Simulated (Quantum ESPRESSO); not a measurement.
Inputs of pw.x and gipaw.x (a modified build of Quantum ESPRESSO, PBE) for SrTe; the starting potential comes from an earlier run on another mesh:

```
&CONTROL
  calculation = 'scf'
  prefix = 'x'
  pseudo_dir = './pseudo'
  outdir = './out'
  tprnfor = .true.
/
&SYSTEM
  ibrav = 0
  nat = 2
  ntyp = 2
  ecutwfc = 40
  ecutrho = 160
  occupations = 'fixed'
  nbnd = 8
/
&ELECTRONS
  conv_thr = 1e-11
  startingpot = 'file'
/
ATOMIC_SPECIES
Sr 87.620 Sr.GGA_PBE-JTH.UPF
Te 127.600 Te.GGA_PBE-JTH.UPF
CELL_PARAMETERS angstrom
    0.000000000000     3.355835000000     3.355835000000
    3.355835000000     0.000000000000     3.355835000000
    3.355835000000     3.355835000000     0.000000000000
ATOMIC_POSITIONS crystal
Sr     0.000000000000     0.000000000000     0.000000000000
Te     0.500000000000     0.500000000000     0.500000000000
K_POINTS automatic
7 7 7 1 1 1
```

```
&INPUTGIPAW
  job = 'nmr'
  prefix = 'x'
  tmp_dir = './out/'
  restart_mode = 'from_scratch'
  pawproj(1) = .true.
  pawproj(2) = .true.
  use_nmr_macroscopic_shape = .false.
/
```

The geometry is a computed Materials Project entry, not a measured one. It is SrTe in Fm-3m; whether this form has been observed was not checked. Stability against distortions was not tested.

Give the final section of the GIPAW output.


```
     Total NMR chemical shifts in ppm: ---------------------------------------
     (adopting the Simpson convention for anisotropy and asymmetry)-----------

     Atom  1  Sr  pos: (  0.000000  0.000000  0.000000)  Total sigma:        2657.34
          2657.3414         -0.0000          0.0000
             0.0000       2657.3414         -0.0000
             0.0000          0.0000       2657.3414

     Sr      1    anisotropy:      0.00    eta:    0.0000
     Sr      1    sigma_11=   2657.34
     Sr      1    sigma_22=   2657.34
     Sr      1    sigma_33=   2657.34

     Atom  2  Te  pos: (  0.707107  0.707107  0.707107)  Total sigma:        3003.26
          3003.2639         -0.0000         -0.0000
            -0.0000       3003.2639          0.0000
            -0.0000          0.0000       3003.2639

     Te      2    anisotropy:      0.00    eta:    0.0000
     Te      2    sigma_11=   3003.26
     Te      2    sigma_22=   3003.26
     Te      2    sigma_33=   3003.26
```
The printed anisotropy is 3/2 (σ_33 − σ_iso) in the program's own order; the axes are left out here. All sites are cubic, so the anisotropy vanishes by symmetry. Shieldings are absolute and leave out the bulk-susceptibility term; a larger σ means a smaller chemical shift. In our sweeps, cutoffs and meshes of this size left a few ppm, and up to some 20 ppm on atoms from Zn on. Spin–orbit coupling is left out; its weight grows with the heaviest atom, Te here. The datasets of Te hold no d projectors, which limits absolute σ on these atoms. The structure is static (0 K, no zero-point motion).
